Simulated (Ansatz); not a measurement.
HfO₂ (fluorite, space group No. 225), the program Ansatz at the PBE level (PAW). The conduction-band minimum lies at X, with 3 equivalent valleys. Second derivatives d²E/dk² of the lowest band at one valley (eV·Å²), along Cartesian directions:

```json
[
 {"direction": "[100]", "d²E/dk²": "6.291"},
 {"direction": "[010]", "d²E/dk²": "10.32"},
 {"direction": "[001]", "d²E/dk²": "10.32"},
 {"direction": "[110]", "d²E/dk²": "8.305"},
 {"direction": "[101]", "d²E/dk²": "8.305"},
 {"direction": "[011]", "d²E/dk²": "10.31"}
]
```

Find the principal effective masses, the density-of-states mass and the conductivity mass.

Off-diagonal terms follow from H_xy = H[110] − (H_xx + H_yy)/2, and m*/mₑ = 7.620 eV·Å² over each eigenvalue: 0.74, 0.74, 1.2. One valley's DOS mass (m₁m₂m₃)^(1/3) = 0.87, conductivity mass 3/(Σ 1/mᵢ) = 0.85 mₑ.

What effective density of states Nc follows at 300 K for parabolic valleys?

Nc = 2.509e19 × 3 × (0.87)^(3/2) ≈ 6.1e19 cm⁻³.

Space group Fm-3m (fluorite). This is a known high-temperature phase of the composition, computed here at zero pressure and temperature. The PBE relaxation kept the symmetry of its start; its stability against distortions is not shown here. No spin polarisation was allowed. Scalar-relativistic: spin–orbit coupling is off unless named, which matters more the heavier the elements.

Potentials: the earlier of the program's two PAW sets.

Edges and masses are those of Kohn–Sham bands, whose gap is no quasiparticle gap.
